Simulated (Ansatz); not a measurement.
Ta2C:
```yaml
crystal:
  lattice:
    - [3.50166, 0.00000, 0.00000]
    - [0.00000, 3.50166, 0.00000]
    - [0.00000, 0.00000, 6.50989]
  atoms:
    - { symbol: Ta, position: [0.00000, 0.00000, 0.00000] }
    - { symbol: Ta, position: [0.50000, 0.50000, 0.00000] }
    - { symbol: Ta, position: [0.50000, 0.00000, 0.36769] }
    - { symbol: Ta, position: [0.00000, 0.50000, 0.63231] }
    - { symbol: C, position: [0.50000, 0.00000, 0.72582] }
    - { symbol: C, position: [0.00000, 0.50000, 0.27418] }
```

Relaxed with r²SCAN. Special points in fractions of this cell's reciprocal vectors: Γ (0.000, 0.000, 0.000); X (0.000, 0.500, 0.000); M (0.500, 0.500, 0.000); Z (0.000, 0.000, 0.500); R (0.000, 0.500, 0.500); A (0.500, 0.500, 0.500).

Task: List the band energies nearest the Fermi level at these points for r²SCAN (plane waves, PAW; program Ansatz).

Result: In eV from the Fermi level; about four levels below and three above (degenerate sets whole), none deeper than 8.9 eV; points with the same levels are listed once.

```json
[
 {"k": "Γ", "below": "-2.21 -2.21 -0.68 -0.68 -0.40", "above": "0.00 0.31 1.30"},
 {"k": "X", "below": "-1.69 -1.69 -0.37 -0.37", "above": "1.34 1.34 1.64 1.64"},
 {"k": "M", "below": "-2.37 -2.37 -1.42 -1.42", "above": "2.26 2.26 2.34 2.34"},
 {"k": "Z", "below": "-2.78 -1.63 -0.87 -0.87", "above": "0.18 1.17 1.65"},
 {"k": "R", "below": "-1.15 -1.15 -0.23 -0.23", "above": "0.95 0.95 1.19 1.19"},
 {"k": "A", "below": "-2.83 -2.83 -2.54 -2.54", "above": "2.23 2.23 2.67 2.67"}
]
```

Space group P4/nmm. The cell is a constructed one: a structure type filled with these elements; neither database checked (COD, Materials Project) lists it. COD files the formula under space group No. 164, so this cell is another polymorph or a model. Its standing as an ambient phase is unchecked. The r²SCAN relaxation kept the symmetry of its start; its stability against distortions is not shown here. No spin polarisation was allowed. Scalar-relativistic: spin–orbit coupling is off unless named, which matters more the heavier the elements.

Potentials: the earlier of the program's two PAW sets.
